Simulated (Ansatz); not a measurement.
Ca (hcp (Mg type), P6_3/mmc) under volume change, PBEsol in the plane-wave PAW code Ansatz, shape and atoms relaxed at each volume.

```json
[
 {"V (Å³/atom)": "37.096", "E − E(relaxed) (meV/atom)": "21.3", "P (GPa)": "1.99"},
 {"V (Å³/atom)": "38.319", "E − E(relaxed) (meV/atom)": "9.1", "P (GPa)": "1.24"},
 {"V (Å³/atom)": "39.542", "E − E(relaxed) (meV/atom)": "2.2", "P (GPa)": "0.58"},
 {"V (Å³/atom)": "40.765", "E − E(relaxed) (meV/atom)": "0.0", "P (GPa)": "0.00"},
 {"V (Å³/atom)": "41.988", "E − E(relaxed) (meV/atom)": "2.0", "P (GPa)": "-0.51"},
 {"V (Å³/atom)": "43.211", "E − E(relaxed) (meV/atom)": "7.6", "P (GPa)": "-0.96"},
 {"V (Å³/atom)": "44.434", "E − E(relaxed) (meV/atom)": "16.4", "P (GPa)": "-1.35"}
]
```

Problem. What does a third-order Birch–Murnaghan fit give for V₀, B₀ and B′?

Solution. V₀ = 40.77 Å³/atom, B₀ = 18.1 GPa, B′ = 3.3.

The workflow started from an entry of the Crystallography Open Database (COD, 723 K), which files this formula under 3 space groups. It is not the phase usual at ambient conditions (space group No. 225). Symmetry was held in the PBEsol relaxation; whether a distortion lowers the energy is not shown.

Potentials: the later of the program's two PAW sets.
